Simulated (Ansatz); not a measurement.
Ansatz (a program for electronic structure) input:

Ansatz 0.2 input:
```yaml
crystal:
  lattice:
    - [2.2160549836, 1.2794399413, 3.9206658912]
    - [-2.2160549836, 1.2794399413, 3.9206658912]
    - [0.0, -2.5588798826, 3.9206658912]
  atoms:
    - { symbol: Al, position: [0.5, 0.5, 0.5] }
    - { symbol: Al, position: [0.0, 0.0, 0.0] }
    - { symbol: H, position: [0.3774585722, 0.75, 0.1225414278] }
    - { symbol: H, position: [0.6225414278, 0.25, 0.8774585722] }
    - { symbol: H, position: [0.1225414278, 0.3774585722, 0.75] }
    - { symbol: H, position: [0.8774585722, 0.6225414278, 0.25] }
    - { symbol: H, position: [0.75, 0.1225414278, 0.3774585722] }
    - { symbol: H, position: [0.25, 0.8774585722, 0.6225414278] }
kpoints:
  mp_grid: { grid: [8, 8, 8] }
hamiltonian:
  xc: r2scan
  pseudopotentials: { kind: paw }
scf:
  occupations: { method: fixed }
checkpoint: { read: static.run }
output: { bader: true, populations: true }
```

Output (shortened):

```
Pseudopotential: Al, paw, valence charge 3
Pseudopotential: H, paw, valence charge 1
Functional definition: r2SCAN
Crystal: 8 atoms, lattice volume = 66.698 Å³
Basis set: ecut = 500 eV, 1671 PW (Γ), exchange–correlation on 144×144×144 points (64 copies of the dense FFT grid, shifted against one another)
Bands: 14, of which v1, the nominal top of the filled ones, is band 6 counted from 1 (5 counted from 0)
Symmetry: 12 space group operations
Space group: R-3c (ITA 167), of the structure as read, at distance tolerance 4.1e-5 Å
k-points: 65 of 512
Stability of the state it starts from, as read at its close in the unpolarized treatment …
iter 1 solved again at ethr=3.88e-8 eV; its pass at ethr=3.10e-3 eV (dr2=4.65e-6 eV) is discarded
SCF iter   1: F=—  HF=-1177.044979 eV  |F-HF|=—  |Δ(HF+E_count)|=         —  Δρ=3.08e-7  dr2=4.38e-11  dr2_τ=2.11e-12  ethr=3.88e-8  ⟨swp⟩=3.2  Hψ=6969  notcnv=0  defer=385
preconditioner: auto → none
SCF iter   2: F=-1177.044979 eV  HF=-1177.044979 eV  |F-HF|=4.77e-12  |Δ(HF+E_count)|=   1.95e-9  Δρ=8.38e-8  dr2=2.73e-12  dr2_τ=5.60e-13  ethr=1.00e-12  ⟨swp⟩=8.5  Hψ=5825  notcnv=0
SCF 1 converged in 2 iterations: F = -1177.044979 eV  dr2 = 2.73e-12
SCF converged after 2 iterations
Free energy (F): -1177.044979 eV
Harris-Foulkes:  -1177.044979 eV  (|F-HF|=4.77e-12)
Internal energy: -1177.044979 eV  (E = F + TS)
E sigma→0 (E₀):  -1177.044979 eV
Fermi energy:    0.847162 eV
--- Per-component energies (eV) ---
  E_band       = -28.626244
  E_kinetic    = 135.628816
  E_local      = -95.111132  (includes V_loc(G=0)·N_el)
  E_nonlocal   = 27.268257
  E_hartree    = 25.001408
  E_xc         = -130.436826
  E_vxc        = -141.070462  (∫ρ·V_xc dr)
  E_paw        = -949.497394  (= ΣΔE_a)
  E_vpaw       = -11.142062  (= ΣTr[D̂ρ^β])
  E_aug_tail   = -0.002761  (compensation charges beyond the density's cutoff)
  E_vtau       = 5.800290  (kinetic-family band-sum trace: ∫τ·v_τ [+ j·A + Jᵃ·Aᵃ] dr)
  E_ewald      = -189.775132
  E_core_change = -0.120216  (= ΣΔE_core)
  E_smearing   =  0.000000  (= −TS)
  E_closure    =  0.000000  (closes the sum)
  Σ components = -1177.044979   (vs F -1177.044979, Δ=0.00e0)
  [band-id]    e_kinetic+e_local+e_nonlocal+2·e_hartree+e_vxc+e_vpaw+e_augmentation_tail+e_vtau = -28.626238   (vs E_band -28.626244, Δ=6.71e-6)
--- Band table (eV; the first three rows and the last of 65) ---
  k-point 0: bands = ["-8.0705", "-1.6270", "-0.9700", "-0.9700", "0.7435", "0.7435", "3.8722", "7.4294", "7.5251", "7.5251", "8.6165", "8.6165", "8.7699", "10.9022"]
  k-point 1: bands = ["-7.9111", "-1.7489", "-1.4005", "-1.0031", "0.5478", "0.6438", "4.2516", "7.2790", "7.2819", "7.8978", "8.0173", "8.9397", "10.0948", "11.8327"]
  k-point 2: bands = ["-7.4367", "-2.9260", "-1.3603", "-1.0481", "0.0928", "0.3299", "4.8713", "6.6279", "7.4728", "7.9960", "8.8196", "10.4491", "11.9842", "13.7969"]
  k-point 64: bands = ["-5.8857", "-5.8857", "-0.4331", "-0.4331", "-0.4331", "-0.4331", "6.4630", "6.4630", "10.0154", "10.0154", "10.0154", "10.0154", "11.6512", "11.6512"]
--- Löwdin populations: 8 sites ---
  site symbol       q [e]
     0     Al      2.1773
     1     Al      2.1773
     2      H      1.2561
     3      H      1.2561
     4      H      1.2561
     5      H      1.2561
     6      H      1.2561
     7      H      1.2561
  spilling = 0.009088 (of n_electrons = 12.000000)
--- Bader charges: 8 sites ---
  site symbol  charge [e]  shift [e]
     0     Al      2.3781     0.0009
     1     Al      2.3781     0.0009
     2      H     -0.7927     0.0003
     3      H     -0.7927     0.0003
     4      H     -0.7927     0.0003
     5      H     -0.7927     0.0003
     6      H     -0.7927     0.0003
     7      H     -0.7927     0.0003
  shift: an alarm, by how much a part of what the PAW files miss would move the charge. Where it is large, compare
  with a run on PAW files of another source; a small one proves nothing
  estimated error of the sums over rays = 3.8e-4 e
```

Cost: around 60 core-seconds (rough) on shared cores.

The workflow started from a Materials Project entry (that database holds measured and hypothetical structures alike); the Crystallography Open Database files this formula in space group No. 167, but the cells were not matched. Its standing as an ambient phase is unchecked. The r²SCAN relaxation kept the symmetry of its start; phonons on a q-mesh show no instability.

Potentials: the later of the program's two PAW sets.

Ansatz is a plane-wave DFT program.
